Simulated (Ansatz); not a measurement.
Al2Ru:
Space group Fddd, origin choice 1 (No. 70); a = 4.6646 Å, b = 7.9158 Å, c = 8.7016 Å, α = β = γ = 90.00°

| atom | site | symmetry | x | y | z |
|---|---|---|---|---|---|
| Al | 16f | .2. | 0.0000 | 0.1711 | 0.0000 |
| Ru | 8b | 222 | 0.5000 | 0.5000 | 0.5000 |
(The calculation used a cell of 6 atoms; values per cell refer to that cell.)

This is the LDA-relaxed structure.

Task: All from LDA in the plane-wave PAW code Ansatz, unless another level is named. Estimate the Hill bulk and shear moduli.

Result: 189 and 115 GPa.

Task: And the zero-point energy?

Result: 51.1 meV/atom.

The first step of the workflow began from a Materials Project structure, measured or hypothetical; the Crystallography Open Database copy checked does not list it. With Al and Ru taken as one species the cell has the higher symmetry Fddd, so it may be an ordered model of a mixed-site phase. Its standing as an ambient phase is unchecked. Symmetry was held in the LDA relaxation; phonons on a q-mesh show no instability. No spin polarisation was allowed.

Potentials: the later of the program's two PAW sets.
